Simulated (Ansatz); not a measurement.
## Cu (Fm-3m): r²SCAN against PBEsol

```yaml
crystal:
  lattice:
    - [0.00000, 1.78855, 1.78855]
    - [1.78855, 0.00000, 1.78855]
    - [1.78855, 1.78855, 0.00000]
  atoms:
    - { symbol: Cu, position: [0.00000, 0.00000, 0.00000] }
```

This cell (11.44 Å³ an atom) was relaxed by PAW under r²SCAN, and each functional gets its own cell relaxed so. Quantity: harmonic phonons by finite displacements (negative means unstable), on a 4×4×4 q mesh.

Runs: (1) r²SCAN, PAW on Ansatz 0.2.0's default frozen-core files (fitted under PBE), scalar-relativistic; k mesh 24×24×24, Fermi-Dirac smearing of 0.100 eV, cutoff 500 eV. (2) PBEsol, PAW on Ansatz 0.2.0's default frozen-core files (fitted under PBE), scalar-relativistic; k mesh 24×24×24, Fermi-Dirac smearing of 0.050 eV, cutoff 420 eV.

Under r²SCAN: highest mode = 258 cm⁻¹, lowest at L = 119 cm⁻¹, lowest at X = 179 cm⁻¹, lowest at W = 174 cm⁻¹, Grüneisen γ (heat-capacity mean at 300 K) = 2.06.

Which way does PBEsol move the volume, and by how much?

a = 3.564 Å, 11.31 Å³ an atom: 1.1 % smaller.

What does PBEsol give for these quantities?

| quantity | r²SCAN | PBEsol | change |
| --- | --- | --- | --- |
| highest mode | 258 cm⁻¹ | 262 cm⁻¹ | +2 % |
| lowest at L | 119 cm⁻¹ | 121 cm⁻¹ | +2 % |
| lowest at X | 179 cm⁻¹ | 181 cm⁻¹ | +1 % |
| lowest at W | 174 cm⁻¹ | 178 cm⁻¹ | +2 % |
| Grüneisen γ (heat-capacity mean at 300 K) | 2.06 | 2.01 | -2 % |

Limits of these numbers: frozen-core PAW files fitted under PBE, their cores solved anew for the functional of the run; responses of metals move with mesh and smearing.
